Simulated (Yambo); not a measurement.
Material: SrTiO₃ (space group I4/mcm, No. 140); a = 5.5349 Å, b = 5.5349 Å, c = 5.5349 Å, α = 120.15°, β = 120.15°, γ = 89.74° (10 atoms in the cell). The geometry is that of Materials Project entry mp-4651, symmetrised and not relaxed again.

With PBEsol (pw.x of Quantum ESPRESSO, ONCV potentials, scalar-relativistic), the gap between the mesh's edge points (Γ → Γ) is 1.932 eV.

Task: By how much does one-shot G0W0 (Yambo; 4×4×4 Γ-centred k mesh, bands 3 to 148 and a 6 Ry block in the screening, 148 bands in G with the Bruneval-Gonze terminator, plasmon pole fitted at 27.2 eV) open this gap, and what gap results?

Result: The correction is 1.624 eV, giving 3.555 eV, 1.8 times the PBEsol value.  Nearest settings tried, and what they do to the gap: 104 bands in W, 104 bands in G: +12 meV; 1 Ry block (23 vectors against 197): +1579 meV. Not varied: mesh. So the settings aren't converged at that level. 

This is not the ordinary phase of the substance.
